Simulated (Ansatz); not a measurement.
Question: Each is relaxed and computed with plane-wave PAW r²SCAN (Ansatz code). Which is the only metal?
A) Na2CO3, C2/m (Pearson symbol mS24)
B) NaCrS2O8, C2/m (Pearson symbol mS24)
C) Sc3RuC4, C2/m (Pearson symbol mS32)
D) KScS2O8, C2/m (Pearson symbol mS24)

Answer: C, Sc3RuC4, C2/m (Pearson symbol mS32). Sc3RuC4: metal; Na2CO3: gap 4.84 eV (indirect); KScS2O8: gap 4.99 eV; NaCrS2O8: gap 2.62 eV (indirect). Spin orders computed, not proven ground states: NaCrS2O8, C2/m (Pearson symbol mS24) ferromagnetic. Standing as an ambient phase not checked: Sc3RuC4, C2/m (Pearson symbol mS32); Na2CO3, C2/m (Pearson symbol mS24); KScS2O8, C2/m (Pearson symbol mS24); NaCrS2O8, C2/m (Pearson symbol mS24). Perhaps ordered models of mixed-site phases: Sc3RuC4, C2/m (Pearson symbol mS32). All cells were relaxed under the symmetry of their starts (and spin orders); stability against distortions was not tested throughout. Rows with no word on spin ran without spin polarisation. No Hubbard U is applied. Spin–orbit coupling is left out wherever it is not named.

Potentials: the later of the program's two PAW sets.
